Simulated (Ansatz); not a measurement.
AlAs in space group Pm-3n (No. 223; Al on 6c, As on 6d), PBE (plane waves, PAW; program Ansatz). The conduction-band minimum lies on the Γ–X line, 71 % of the way from Γ, with 6 equivalent valleys. Second derivatives d²E/dk² of the lowest band at one valley (eV·Å²), along Cartesian directions:

| direction | d²E/dk² |
|---|---|
| [100] | 23.45 |
| [010] | 23.45 |
| [001] | 8.868 |
| [110] | 23.47 |
| [101] | 16.17 |
| [011] | 16.17 |

Question: Find the principal effective masses, the density-of-states mass and the conductivity mass.

Answer: Off-diagonal terms follow from H_xy = H[110] − (H_xx + H_yy)/2, and m*/mₑ = 7.620 eV·Å² over each eigenvalue: 0.32, 0.33, 0.86. One valley's DOS mass (m₁m₂m₃)^(1/3) = 0.45, conductivity mass 3/(Σ 1/mᵢ) = 0.41 mₑ.

Question: What effective density of states Nc follows at 300 K for parabolic valleys?

Answer: Nc = 2.509e19 × 6 × (0.45)^(3/2) ≈ 4.5e19 cm⁻³.

The start of the workflow was typed in or built on a structure type; neither database checked (COD, Materials Project) lists it. It is not the phase usual at ambient conditions (space group No. 216). The PBE relaxation kept the symmetry of its start; its stability against distortions is not shown here. The volume moved by 26 % from the start of the relaxation. Scalar-relativistic: spin–orbit coupling is off unless named, which matters more the heavier the elements.

Potentials: the earlier of the program's two PAW sets.

Edges and masses are those of Kohn–Sham bands, whose gap is no quasiparticle gap.
